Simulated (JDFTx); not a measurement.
System: Cu(111) (Fm-3m bulk; lattice of mp-30, not re-optimised at this level), (1×1) cell of 5 atoms in 5 planes, area 5.54 Å² a face, 8.4 Å between the outermost planes in a cell 27.3 Å high; k mesh 10×10×1, Fermi width 0.01 Ha, no spin polarisation.

Adsorbate: N on both faces at 1.00 monolayer, started hollow above an atom 2.1 Å below the top plane and relaxed in vacuum, keeping the symmetry of the start.

Computed with a modified build of JDFTx: PBE, GBRV ultrasoft potentials, plane waves to 20/100 Ha. The adsorption energy per N is [E(slab + 2 N) − E(slab)]/2 − (½ E(N2)), with the gas molecules relaxed at the same level and slab energies taken as (E + F)/2, the usual estimate of zero smearing. Energies are static: no zero-point or thermal terms. Both faces are alike, and the cell allows no reconstruction beyond its size.

Problem. Predict the adsorption energy and the geometry, and the change of the work function.

Solution. 3.12 eV. N sits 1.26 Å above the highest substrate atom, bound to 3 Cu at 1.93 Å. The work function goes from 4.89 to 7.60 eV. In CANDLE, water, 1 M NaF, at zero charge, the adsorption energy is 3.12 eV and the potential of zero charge moves from 0.14 to 3.03 V vs SHE (4.44 V convention).
